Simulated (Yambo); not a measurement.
Data:

```
RbHgF3
1.0
    4.54922     0.00000     0.00000
    0.00000     4.54922     0.00000
    0.00000     0.00000     4.54922
F Rb Hg
3 1 1
Direct
  0.50000   0.00000   0.50000
  0.00000   0.50000   0.50000
  0.50000   0.50000   0.00000
  0.00000   0.00000   0.00000
  0.50000   0.50000   0.50000
```

Workflow: PBEsol (Quantum ESPRESSO, PseudoDojo norm-conserving, 84 Ry, scalar-relativistic), then G0W0 in Yambo (4×4×4 Γ-centred k mesh, bands 5 to 143 and a 7 Ry block in the screening, 143 bands in G with the Bruneval-Gonze terminator, plasmon pole fitted at 27.2 eV).

Q: Give the PBEsol and G0W0 gaps between the band edges found on this mesh, and say where the edges lie.

A: Edges: R → Γ. PBEsol: 0.46 eV; G0W0: 2.31 eV. Nearest settings tried, and what they do to the gap: 1 Ry block (19 vectors against 251): +1158 meV. Not varied: bands in G, bands in W, mesh. So the settings aren't converged at that level. Spin-orbit coupling is left out, which matters for elements this heavy: edges can move by tenths of an eV. The cell is held in this high symmetry; tilts and polar distortions were not searched.

Geometry of the Materials Project entry, not relaxed at this level.
